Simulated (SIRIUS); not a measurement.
Input and output of a self-consistent single point for GaAs (F-43m, 2 atoms in the cell; from Materials Project mp-2534, changed as shown) (SIRIUS).

Method: PBE, GBRV PBE ultrasoft pseudopotentials (plane waves; SIRIUS 7.12.0).

The change in words: volume scaled by 1.06. Reference geometry (F-43m):
```
GaAs
1.0
    0.00000     2.87509     2.87509
    2.87509     0.00000     2.87509
    2.87509     2.87509     0.00000
Ga As
1 1
Cartesian
  0.00000   0.00000   0.00000
  1.43755   1.43755   1.43755
```

Reference input (self-consistent single point, DFT, PBE, plane waves, GBRV PBE ultrasoft pseudopotentials): parameters.ngridk = 8 8 8; parameters.xc_functionals = [XC_GGA_X_PBE, XC_GGA_C_PBE]; parameters.gk_cutoff = 6.325 1/bohr; parameters.pw_cutoff = 14.143 1/bohr; parameters.smearing = fermi_dirac; parameters.smearing_width = 0.00367493 Ha; potentials = GBRV PBE ultrasoft pseudopotentials; parameters.electronic_structure_method = pseudopotential; parameters.num_bands = 16; parameters.num_mag_dims = 0; parameters.num_dft_iter = 100; parameters.energy_tol = 1e-07 Ha. This run's input differs from it in these lines:

```diff
@@ -32,5 +32,5 @@
     "lattice_vectors": [
-      [0.0, 5.4331326837, 5.4331326837],
-      [5.4331326837, 0.0, 5.4331326837],
-      [5.4331326837, 5.4331326837, 0.0]
+      [0.0, 5.5396924501, 5.5396924501],
+      [5.5396924501, 0.0, 5.5396924501],
+      [5.5396924501, 5.5396924501, 0.0]
     ],
@@ -47,3 +47,3 @@
       "As": [
-        [2.7165663418, 2.7165663418, 2.7165663418]
+        [2.769846225, 2.769846225, 2.769846225]
       ]
```

Output (repeated stretches shortened):

```
[find] density tolerance         : 1e-06
[find] total energy tolerance    : 1e-07
[find] iter_solver_tol (initial) : 0.01
[find] iter_solver_tol (target)  : 1e-13
[find] num_dft_iter              : 100
Charges and magnetic moments
--------------------------------------------------------------------------------
total charge          : 24.000000
[find] | SCF iteration   0 out of 100|
[diagonalize] iterative solver tolerance (occupied, empty): 0.01 0.01
[diagonalize] average number of iterations: 2.96552
[find] Charges and magnetic moments
[find] total charge          : 24.000000
[find] Energy
   [... lines left out ...]

[find] Charges and magnetic moments
[find] total charge          : 24.000000
[find] Energy
[find] smearing (-TS)                 :      -0.00006412
[find] Total energy                   :    -227.83096094 (Ha),    -455.66192188 (Ry)
[find] Free energy (E-TS)             :    -227.83102506 (Ha),    -455.66205011 (Ry)
[find] band gap (eV)                  :       0.00000000
[find] Efermi                         :       0.22614248
[find] iteration : 28, RMS (target) : 6.0150e-07 (1.0000e-06) , energy difference (target) : -1.6641e-10 (1.0000e-07)
[find] bands are converged : true
[find] iterative solver converged : false
[find] converged after 29 SCF iterations!
[find] Charges and magnetic moments
[find] total charge          : 24.000000
[find] Energy
[find] smearing (-TS)                 :      -0.00006412
[find] Total energy                   :    -227.83096094 (Ha),    -455.66192188 (Ry)
[find] Free energy (E-TS)             :    -227.83102506 (Ha),    -455.66205011 (Ry)
[find] band gap (eV)                  :       0.00000000
[find] Efermi                         :       0.22614248
[ground_state] === stress tensor components [kbar] ===
[ground_state] === stress_total ===
[ground_state]    33.511971   -0.000000    0.000000
[ground_state]    -0.000000   33.511971    0.000000
[ground_state]     0.000000    0.000000   33.511971
[ground_state] ==== total Forces in Ha/bohr =====
[ground_state] atom:    0, force:       0.0000000      0.0000000      0.0000000
[ground_state] atom:    1, force:       0.0000000      0.0000000     -0.0000000
```

The run converged in 29 iterations. SIRIUS prints the stress tensor with tension positive. Against the reference run the free energy goes up by 13.3 meV/atom and the pressure goes from -0.29 to -3.35 GPa.

The structure comes from a collection of computed structures, made at another level of theory; the collection holds predicted forms beside known ones. No clean gap shows at this smearing width and mesh (spacing up to 0.23 Å⁻¹); the mesh is coarse for partly filled bands, so the values carry mesh errors. Semi-local functionals can close small gaps.

Cost on one core: around 16 core-seconds (rough).
